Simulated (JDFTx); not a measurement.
Input for JDFTx (a modified build) (norbornadiene, C7H8 (SMILES C1=CC2C=CC1C2), charge 0, multiplicity 1; bohr and hartree).

```
lattice \
  21.7318504332 0.0000000000 0.0000000000 \
  0.0000000000 22.6767134955 0.0000000000 \
  0.0000000000 0.0000000000 19.8421243086
coords-type Cartesian
ion C -2.2936981141 -1.2384231352 -1.8936642754 0
ion C -2.2817953146 1.2637597798 -1.8931472872 0
ion C 0.0089836888 2.1013010744 -0.3692496570 0
ion C 2.2945921734 1.2453987980 -1.8902493912 0
ion C 2.2837649129 -1.2568588900 -1.8952574334 0
ion C -0.0077989519 -2.0994729004 -0.3759164890 0
ion C 0.0000986199 -0.0023402353 1.6405915057 0
ion H -3.5731433085 -2.5108012642 -2.8198358720 0
ion H -3.5483042269 2.5499279915 -2.8179113115 0
ion H 0.0165778975 4.0527288103 0.2671961191 0
ion H 3.5731433085 2.5212784521 -2.8126155854 0
ion H 3.5522163329 -2.5388950942 -2.8233761811 0
ion H -0.0155143438 -4.0527288103 0.2553848677 0
ion H 1.6860673680 -0.0119969868 2.8233761811 0
ion H -1.6865417964 0.0017947567 2.8225786167 0
ion-species pseudo/c_pbe_v1.2.upf
ion-species pseudo/h_pbe_v1.4.upf
elec-cutoff 20 100
elec-ex-corr gga-PBE
symmetries none
coulomb-interaction Isolated
coulomb-truncation-embed 0 0 0
elec-n-bands 21
converge-empty-states yes
electronic-scf nIterations 100 energyDiffThreshold 1e-8
dump-name s0.$VAR
dump End State Ecomponents EigStats BandEigs Forces ElecDensity IonicPositions
```

The main set-up lines of the log and the final energy components:

```
unit cell volume = 9778.34
Chosen fftbox size, S = [  100  108  96  ]
unit cell volume = 9778.34
Chosen fftbox size, S = [  90  96  80  ]
  'C' pseudopotential, 'SLA  PW   PBE  PBE' functional
  4 valence electrons, 2 orbitals, 4 projectors, 721 radial grid points, with lMax = 1
  'H' pseudopotential, 'SLA  PW   PBX  PBC' functional
  1 valence electrons, 1 orbitals, 2 projectors, 615 radial grid points, with lMax = 0
Initialized 2 species with 15 total atoms.
Folded 1 k-points by 1x1x1 to 1 k-points.
nElectrons:  36.000000   nBands: 21   nStates: 1
average nbasis = 41765.000 , ideal nbasis = 41773.799
unit cell volume = 78226.7
Chosen fftbox size, S = [  200  216  192  ]
[...]
# Energy components:
   Eewald =      149.2941416461811741
       EH =      182.5955071271673091
     Eloc =     -393.5101980504778112
      Enl =        5.4002893231012585
      Exc =      -15.5806554709256488
 Exc_core =        0.2357304373584741
       KE =       26.9700604961587693
-------------------------------------
     Etot =      -44.5951244914364793


	eMin: -0.823444 at state 0 ( [ +0.000000 +0.000000 +0.000000 ] spin 0 )
	HOMO: -0.196704 at state 0 ( [ +0.000000 +0.000000 +0.000000 ] spin 0 )
```

The run took 24 electronic cycles; the highest occupied level lies at -5.35 eV from the vacuum level.
